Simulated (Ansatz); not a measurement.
Theory: DFT PBE, scalar-relativistic, plane waves, PAW, and for the lanthanide a 4f-in-core norm-conserving potential (Ansatz). All cells share a 690 eV cutoff and Γ-centred k meshes spaced at most about 0.3 Å⁻¹ (about 0.25 or finer for metals, 2π included). No spin polarisation in the final relaxations.

All energies are static (0 K, no zero-point motion). All come from trial cells, and lower structures may exist.

Question: Which of these relaxed structures of Sm₂Si is the lowest in energy?
A.

Space group Pmma (No. 51). a = 9.592 Å, b = 4.898 Å, c = 3.724 Å, α = 90.00°, β = 90.00°, γ = 90.00°
```
atom  site  symmetry       x       y       z
  Sm    2b     .2/m. 0.5000  0.5000  0.0000
  Sm    2e       mm2  0.7500  0.0000  0.8648
  Si    2f       mm2  0.7500  0.5000  0.4437
```

B.

Space group Fm-3m (No. 225). a = 7.002 Å, b = 7.002 Å, c = 7.002 Å, α = 90.00°, β = 90.00°, γ = 90.00°
```
atom  site  symmetry       x       y       z
  Sm    8c      -43m  0.2500  0.7500  0.7500
  Si    4a      m-3m  0.0000  0.0000  0.0000
```

C.

Space group P4/mmm (No. 123). a = 5.673 Å, b = 5.673 Å, c = 3.246 Å, α = 90.00°, β = 90.00°, γ = 90.00°
```
atom  site  symmetry       x       y       z
  Sm    2f      mmm. 0.0000  0.5000  0.0000
  Si    1a     4/mmm  0.0000  0.0000  0.0000
```

D.

Space group P-3m1 (No. 164). a = 4.079 Å, b = 4.079 Å, c = 6.828 Å, α = 90.00°, β = 90.00°, γ = 120.00°
| atom | site | symmetry | x | y | z |
| --- | --- | --- | --- | --- | --- |
| Sm | 2d | 3m. | 0.3333 | 0.6667 | 0.2405 |
| Si | 1a | -3m. | 0.0000 | 0.0000 | 0.0000 |

Answer: B. It has the anti-fluorite type, space group Fm-3m (No. 225); the next, A, with space group Pmma (No. 51), lies 159 meV/atom higher. Counting Si atoms around Sm (those within 1.25 times the shortest such distance or 1.15 times the sum of covalent radii, 1.27 where that leaves under three; a plus sign parts nearer from farther groups; a slash parts the counts of unlike sites), the lowest has Sm 4 and the next has Sm 2+2/4.

With atoms moved at random, P-3m1 came back. Other cells relaxed within their symmetry can be saddle points. The Pmma cell of Sm2Si came from shaking the P4/mmm one. Some candidate types were left out of the draw beforehand, so a known form may be missing.

The lanthanide is trivalent by construction, without f bands, f moments or other valences.
